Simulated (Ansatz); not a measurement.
The start is a generated cell, TiTe2 built in the pyrite structure type. The structure is fully relaxed (lattice and positions, P = 0) with PBEsol (plane waves to 420 eV, PAW, scalar-relativistic; Ansatz, a first-principles code). First-step values are on the input's coarse k-mesh.

Ansatz input (later rounds restart from its end on a renewed k-mesh):
Ansatz 0.2 input:
```yaml
crystal:
  lattice:
    - [7.346797, 0, 0]
    - [0, 7.346797, 0]
    - [0, 0, 7.346797]
  atoms:
    - { symbol: Ti, position: [0, 0, 0] }
    - { symbol: Ti, position: [0.5, 0.5, 0] }
    - { symbol: Ti, position: [0, 0.5, 0.5] }
    - { symbol: Ti, position: [0.5, 0, 0.5] }
    - { symbol: Te, position: [0.3851, 0.3851, 0.3851] }
    - { symbol: Te, position: [0.8851, 0.1149, 0.6149] }
    - { symbol: Te, position: [0.6149, 0.8851, 0.1149] }
    - { symbol: Te, position: [0.1149, 0.6149, 0.8851] }
    - { symbol: Te, position: [0.6149, 0.6149, 0.6149] }
    - { symbol: Te, position: [0.1149, 0.8851, 0.3851] }
    - { symbol: Te, position: [0.3851, 0.1149, 0.8851] }
    - { symbol: Te, position: [0.8851, 0.3851, 0.1149] }
basis: { ecutwfc: 420, ecutrho_ratio: 4, xc_grid: 2, fft_grid_basis: typed }
kpoints: { mp_grid: { grid: [3, 3, 3] } }
hamiltonian:
  xc: pbesol
  dispersion: none
  pseudopotentials: { kind: paw }
scf: { occupations: { method: fermi_dirac, width: 0.05 } }
relax: { f_tol: 0.01, max_steps: 100, cell: { stress_tol: 0.02 } }
output: { forces: true, stress: true }
```

Q: How large is the pressure on the unrelaxed cell, and of which sign?

A: -9 GPa (negative: the cell is under tension).

Q: Which atoms feel the largest initial force, and how large is it?

A: About 1.0 eV/Å, on Te5, Te6, Te7, Te8, Te9, Te10, Te11, Te12 (atoms numbered as listed).

Q: By how much does the energy per atom fall from start to end?

A: 0.40 eV/atom.

Q: How does the volume change?

A: -22.7 %, from 33.05 to 25.56 Å³/atom.

Q: How do the shortest distances between atoms change?

A: The closest pairs of elements (up to four, under 3.6 Å), start → end: Te–Ti 3.07 → 2.77 Å; Te–Te 2.92 → 3.21 Å.

Q: What does it relax into? Give the structure.

A: 
Space group Pa-3 (No. 205); a = 6.744 Å, b = 6.744 Å, c = 6.744 Å, α = 90.00°, β = 90.00°, γ = 90.00°

| atom | site | symmetry | x | y | z |
|---|---|---|---|---|---|
| Ti | 4a | .-3. | 0.0000 | 0.0000 | 0.0000 |
| Te | 8c | .3. | 0.3624 | 0.3624 | 0.3624 |

The space group stays Pa-3 (No. 205) (the run could not lower it), with 12 atoms in the primitive cell. Final values are on a 6×6×6 k-mesh of the relaxed cell. No spin polarisation in the result. A magnetic state may lie lower.

The run could not lose the symmetry of its start, so the end can be a saddle point.

The relaxed structure here is a generated cell of TiTe2: the first start was made by placing the elements on the sites of a structure type, and the end was not matched to a known phase here, so it may be hypothetical. Known forms of TiTe2 include space group No. 164.
